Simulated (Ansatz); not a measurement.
**Does this entry for S₃N₂O₂ lie near equilibrium?**

The cell is an entry of the Crystallography Open Database (COD), atoms as given.

```yaml
crystal:
  lattice:
    - [8.26000, -2.28000, 0.00000]
    - [8.26000, 2.28000, 0.00000]
    - [-0.83359, 0.00000, 6.78902]
  atoms:
    - { symbol: S, position: [0.12810, 0.87190, 0.25000] }
    - { symbol: S, position: [0.87190, 0.12810, 0.75000] }
    - { symbol: S, position: [0.42640, 0.88020, 0.13220] }
    - { symbol: S, position: [0.11980, 0.57360, 0.36780] }
    - { symbol: S, position: [0.57360, 0.11980, 0.86780] }
    - { symbol: S, position: [0.88020, 0.42640, 0.63220] }
    - { symbol: N, position: [0.11000, 0.21600, 0.12100] }
    - { symbol: N, position: [0.78400, 0.89000, 0.37900] }
    - { symbol: N, position: [0.89000, 0.78400, 0.87900] }
    - { symbol: N, position: [0.21600, 0.11000, 0.62100] }
    - { symbol: O, position: [0.44310, 0.69230, 0.18710] }
    - { symbol: O, position: [0.30770, 0.55690, 0.31290] }
    - { symbol: O, position: [0.55690, 0.30770, 0.81290] }
    - { symbol: O, position: [0.69230, 0.44310, 0.68710] }
```

Atom numbers follow the list; atoms alike are taken as one site, whose name carries the number of the first.

The numbers come from a DFT calculation in Ansatz (PBE, plane waves and PAW, scalar-relativistic, 420 eV cutoff, Γ-centred 6×6×4 k-points, Fermi–Dirac smearing 0.02 eV).

Q: Do the atoms and the cell lie near the calculated equilibrium?

A: No. The largest force is 3.9 eV/Å, on atom 3 (S: 1 N at 1.50 Å, 1 O at 1.58 Å, angle 114°), and the pressure is 3.6 GPa, with principal stresses up to 11 GPa in size. Such values can come from imprecise or misplaced coordinates, missing atoms or a wrong setting of the space group; the run alone doesn't tell which, and gradients calculated on this entry can't be taken for those of the compound at ambient conditions.
